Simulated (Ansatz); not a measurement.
**Ga4SbN3 (ordering on zincblende): the band gap by level of theory**

All numbers come from Ansatz. No magnetic order. The prototype was imposed, so other structures may be more stable.

Structure: an ordered 8-atom cell of Ga4SbN3 on the zincblende lattice (Cm), at its r2SCAN minimum. It is monoclinic, Cm (No. 8); conventional cell a = 11.540 Å, b = 3.379 Å, c = 6.201 Å, β = 99.6°, 14.90 Å³ an atom. N is surrounded by 4 Ga at 1.97–2.15 Å; N is surrounded by 4 Ga at 1.93–2.26 Å; N is surrounded by 4 Ga at 1.94–2.04 Å; Sb is surrounded by 4 Ga at 2.49–2.53 Å; Ga is surrounded by 3 N at 2.06–2.26 Å and 1 Sb at 2.53 Å; Ga is surrounded by 4 N at 2.03–2.15 Å; Ga is surrounded by 3 N at 1.97–1.99 Å and 1 Sb at 2.49 Å; Ga is surrounded by 2 N at 1.93–1.94 Å and 2 Sb at 2.50 Å.

```
N Sb Ga
1.0
     5.77011   -1.68962    0.00972
     5.77011    1.68962    0.00972
    -1.03932    0.00000    6.11285
N Sb Ga
3 1 4
Direct
  0.01084 0.01084 0.02742
  0.48869 0.48869 0.47436
  0.74788 0.74788 0.24994
  0.25649 0.25649 0.75350
  0.47874 0.47874 0.83588
  0.92724 0.92724 0.31183
  0.18321 0.18321 0.10979
  0.65690 0.65690 0.48727
```

Band edges at fixed r2SCAN geometry:

| level | k mesh | gap (eV) | kind | edges | least direct gap (eV) | rough cost |
| --- | --- | --- | --- | --- | --- | --- |
| PBE | 8×8×4 | none (overlap 1.29) | – | – | – | 70 core-seconds |
| PBE+SOC | 8×8×4 | none (overlap 1.30) | – | – | – | 7 core-minutes |
| r2SCAN | 8×8×4 | none (overlap 1.39) | – | – | – | 100 core-seconds |

All runs use a smearing of 0.02 eV.
Wave cutoffs: 420 eV, 500 eV (r2SCAN).
Points off the special ones are mesh points or PBE's searched band edges, reused at the other levels.
Costs come from shared machines and give only the order; PBE's includes the band path. The runs had 4 threads of Arm Neoverse V2, on a shared host.

r2SCAN gives no gap: the lowest nominally empty band dips 1.39 eV below the top of the last filled one (its bottom at Γ–C (0.30 of the way from Γ), the top at M₂), so the cell is a metal or semimetal at this level. With PBE+SOC the bands overlap by 1.30 eV (counted from 1, band 82 peaks at M₂ and band 83 bottoms out at Γ–C (0.30 of the way from Γ)): no gap.

No level opens a gap, but no hybrid is among them, and semilocal functionals can close a real gap.

Only the levels marked +SOC include spin-orbit coupling.
